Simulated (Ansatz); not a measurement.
Cs, first-principles data

Cs:
```xyz
2
Lattice="-2.5117 2.5117 9.0943 2.5117 -2.5117 9.0943 2.5117 2.5117 -9.0943" Properties=species:S:1:pos:R:3 pbc="T T T"
Cs     2.5117     0.0000     4.5472
Cs     0.0000     0.0000     9.0943
```

Space group I4_1/amd (No. 141); conventional cell a = b = 5.023 Å, c = 18.189 Å, α = β = γ = 90.00°.

Method: PBEsol in the plane-wave PAW code Ansatz. The cell and atoms are relaxed at this level. Other levels are named where they apply.

Cell and energy:

```
Item                 Result
---------------  ----------
Volume per atom   114.74 Å³
Density          1.92 g/cm³
```

Electronic structure:

```
Item                                                                        Value
------------------------------------  -------------------------------------------
Electronic character                                            metallic (no gap)
Density of states at the Fermi level  1.1 states/eV per atom (mean over ±0.08 eV)
Gap with spin–orbit coupling                                      none (metallic)
```

Mechanics:

```
Item                                                                                                Result
-------------------------------------  -------------------------------------------------------------------
Bulk modulus (Birch–Murnaghan fit)                                                                 1.8 GPa
Pressure derivative B′                                                                                 3.5
Elastic constants (relaxed ions, GPa)  C11 = 4.7, C12 = -0.2, C13 = 0.6, C33 = 4.5, C44 = -7.9, C66 = -0.9
Mechanical stability                                                unstable (C has a negative eigenvalue)
```

Phonons:

```
Quantity                                       Result
-----------------------------  ----------------------
Highest zone-centre frequency                 37 cm⁻¹
Zone-centre stability          no imaginary mode at Γ
```

The workflow started from a Materials Project entry (that database holds measured and hypothetical structures alike); the Crystallography Open Database copy checked does not list it. It is not the phase usual at ambient conditions (space group No. 229). The cell was relaxed with PBEsol under the symmetry of its start. As this level gives no gap, shear constants depend on the k-mesh and smearing (Fermi–Dirac, 0.1 eV here). As this level gives no gap, phonon frequencies hold no LO–TO term and depend on the k-mesh and smearing (Fermi–Dirac, 0.1 eV here). Axis ratios of metals converge slowly with the k-mesh, so a and c are less sure than the volume. Spin–orbit coupling is left out wherever it is not named.

Potentials: the later of the program's two PAW sets.
